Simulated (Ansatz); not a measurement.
An Ansatz input:

```yaml
crystal:
  lattice:
    - [-2.0524066862, 1.6899617322, 1.5020625587]
    - [1.6899617322, -2.0524066862, 1.5020625587]
    - [3.8236975054, 3.8236975054, -2.1658811557]
  atoms:
    - { symbol: Li, position: [0.9591474779, 0.0408525221, 1.0] }
    - { symbol: Li, position: [0.7908525221, 0.2091474779, 0.5] }
hamiltonian:
  xc: blyp
  pseudopotentials:
    kind: paw
    azcp:
      Li: "pseudopotentials/Li.paw.azcp"
basis:
  ecutwfc: 420
  fft_grid_basis: typed
kpoints:
  mp_grid: { grid: [22, 22, 11], shift: [0, 0, 0] }
magnetization:
  spin_polarized: false
scf:
  occupations: { method: fermi_dirac, width: 0.1 }
output:
  write_density: true
  write_potential: true
  elf: true
  volumetric_format: npy
```

and its output:

```
Engine: ansatz 0.2.0, x86_64-unknown-linux-gnu
Pseudopotentials: kind: paw
Pseudopotential: Li, paw, valence charge 3, recommended cutoff 420 eV (normal) 
Functional definition: BLYP
  parameter beta = 0.0042
  parameter a = 0.04918
  parameter b = 0.132
  parameter c = 0.2533
  parameter d = 0.349
  exchange = b88_x(beta = beta)
  correlation = lyp_c(a = a, b = b, c = c, d = d)
Crystal: 2 atoms, lattice volume = 40.050 Å³
Basis set: ecut = 420 eV, 785 PW (Γ), exchange–correlation on 48×48×80 points (8 copies of the dense FFT grid, shifted against one another)
Bands: 7, of which v1, the nominal top of the filled ones, is band 3 counted from 1 (2 counted from 0)
Symmetry: 4 space group operations
Space group: C2/c (ITA 15), of the structure as read, at distance tolerance 3.4e-5 Å
k-points: 1398 of 5324
Non-local potential: Li, projectors of the file, l = 0: 3, l = 1: 2, l = 2: 1
PAW form: soft (Blöchl's): semilocal exchange-correlation on the pseudo side does not see the compensation charge
PAW one-centre angular grid: Li, 110 points (default); XC on 96 Gauss nodes
Initial density: superposition of atomic densities (neutral atoms: chi_scale 0, normalization atom), corrected by the library's trained network
Initial wavefunctions: pseudopotential atomic-orbital guess
Functional: x = b88, c = lyp
SCF iter   1: F=—  HF=-409.894554 eV  |F-HF|=—  |Δ(HF+E_count)|=         —  Δρ=6.39e-4  dr2=1.66e-4  ethr=1.77e-3  ⟨swp⟩=4.0  Hψ=67649  notcnv=0
SCF iter   2: F=—  HF=-409.894595 eV  |F-HF|=—  |Δ(HF+E_count)|=   4.13e-5  Δρ=4.13e-4  dr2=7.18e-5  ethr=2.77e-6  ⟨swp⟩=2.8  Hψ=25601  notcnv=0
SCF iter   3: F=—  HF=-409.894715 eV  |F-HF|=—  |Δ(HF+E_count)|=   1.20e-4  Δρ=6.37e-5  dr2=1.37e-6  ethr=1.20e-6  ⟨swp⟩=2.0  Hψ=14149  notcnv=0
iter 4 did not close the SCF: its close was put off for the readings that it lacked (scf_convergence_deferred on its scf_iter line)
SCF iter   4: F=-409.894720 eV  HF=-409.894720 eV  |F-HF|=6.88e-8  |Δ(HF+E_count)|=   4.52e-6  Δρ=6.55e-6  dr2=1.88e-8  ethr=2.28e-8  ⟨swp⟩=2.9  Hψ=14599  notcnv=0
iter 5 did not close the SCF: its close was put off for the readings that it lacked (scf_convergence_deferred on its scf_iter line)
SCF iter   5: F=-409.894720 eV  HF=-409.894720 eV  |F-HF|=5.91e-10  |Δ(HF+E_count)|=   8.90e-8  Δρ=8.78e-7  dr2=4.12e-10  ethr=3.14e-10  ⟨swp⟩=2.9  Hψ=14606  notcnv=0
SCF iter   6: F=-409.894720 eV  HF=-409.894720 eV  |F-HF|=1.27e-11  |Δ(HF+E_count)|=  7.51e-10  Δρ=5.92e-8  dr2=7.77e-13  ethr=6.86e-12  ⟨swp⟩=1.0  Hψ=28739  notcnv=0
SCF 1 converged in 6 iterations: F = -409.894720 eV  dr2 = 7.77e-13
SCF converged after 6 iterations
Free energy (F): -409.894720 eV
Harris-Foulkes:  -409.894720 eV  (|F-HF|=1.27e-11)
Internal energy: -409.862959 eV  (E = F + TS)
E sigma→0 (E₀):  -409.878839 eV
Entropy (-TS):   -0.031761 eV (-15.881 meV/atom)
Fermi energy:    1.471807 eV
--- Per-component energies (eV) ---
  E_band       = -182.630951
  E_kinetic    = 42.601059
  E_local      = -263.887167  (includes V_loc(G=0)·N_el)
  E_nonlocal   = -66.478388
  E_hartree    = 78.421953
  E_xc         = -19.390144
  E_vxc        = -25.148696  (∫ρ·V_xc dr)
  E_paw        = -43.296182  (= ΣΔE_a)
  E_vpaw       = -26.561690  (= ΣTr[D̂ρ^β])
  E_aug_tail   = 0.000024  (compensation charges beyond the density's cutoff)
  E_ewald      = -137.834115
  E_smearing   = -0.031761  (= −TS)
  E_closure    = 0.000000  (closes the sum)
  Σ components = -409.894720   (vs F -409.894720, Δ=0.00e0)
--- Band table (eV; the first three rows and the last of 1398) ---
  k-point 0: bands = ["-45.7265", "-45.7082", "-2.0794", "1.4718", "4.4652", "13.7500", "13.8092"]
  k-point 1: bands = ["-45.7262", "-45.7086", "-2.0423", "1.2584", "4.7677", "13.7858", "13.8445"]
  k-point 2: bands = ["-45.7251", "-45.7097", "-1.9312", "0.7810", "5.5117", "13.8910", "13.9483"]
  k-point 1397: bands = ["-45.7061", "-45.7053", "2.0367", "2.2225", "5.0191", "5.0288", "11.0248"]
```
